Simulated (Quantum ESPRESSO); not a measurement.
pw.x input (Quantum ESPRESSO 7.5; PBE, PseudoDojo standard norm-conserving files, scalar-relativistic):

```
&CONTROL
  calculation = 'scf'
  pseudo_dir = './pseudo'
  outdir = './out'
  tprnfor = .true.
  tstress = .true.
/
&SYSTEM
  ibrav = 0
  nat = 2
  ntyp = 2
  ecutwfc = 80.0
  ecutrho = 320.0
  occupations = 'smearing'
  smearing = 'fd'
  degauss = 0.002
  nbnd = 18
/
&ELECTRONS
  conv_thr = 2e-10
/
ATOMIC_SPECIES
In 114.8180 In.upf
Sb 121.7600 Sb.upf
CELL_PARAMETERS angstrom
  0.000000000000   3.316610000000   3.316610000000
  3.316610000000   0.000000000000   3.316610000000
  3.316610000000   3.316610000000   0.000000000000
ATOMIC_POSITIONS crystal
In   0.000000000000   0.000000000000   0.000000000000
Sb   0.750000000000   0.750000000000   0.750000000000
K_POINTS automatic
8 8 8 0 0 0
```

End of the output:

```
     total energy              =    -314.78842155 Ry
     estimated scf accuracy    <       0.00000081 Ry
     total energy              =    -314.78842174 Ry
     estimated scf accuracy    <       0.00000005 Ry
     total energy              =    -314.78842177 Ry
     estimated scf accuracy    <          8.7E-09 Ry
[...]
     the Fermi energy is     6.8223 ev
!    total energy              =    -314.78842177 Ry
     estimated scf accuracy    <          1.8E-10 Ry
     smearing contrib. (-TS)   =      -0.00001559 Ry
     internal energy E=F+TS    =    -314.78840618 Ry
     The total energy is F=E-TS. E is the sum of the following terms:
     one-electron contribution =    -151.34645638 Ry
     hartree contribution      =      91.05483716 Ry
     xc contribution           =     -85.43448896 Ry
     ewald contribution        =    -169.06229800 Ry
     convergence has been achieved in   8 iterations
     Forces acting on atoms (cartesian axes, Ry/au):
     atom    1 type  1   force =     0.00000000    0.00000000    0.00000000
     atom    2 type  2   force =     0.00000000   -0.00000000    0.00000000
     Total force =     0.000000     Total SCF correction =     0.000000
     Computing stress (Cartesian axis) and pressure
          total   stress  (Ry/bohr**3)                   (kbar)     P=       -0.13
  -0.00000089  -0.00000000   0.00000000           -0.13       -0.00        0.00
  -0.00000000  -0.00000089  -0.00000000           -0.00       -0.13       -0.00
  -0.00000000  -0.00000000  -0.00000089           -0.00       -0.00       -0.13
```

Spin-orbit coupling is not included.

Geometry of the Materials Project entry, not relaxed at this level.
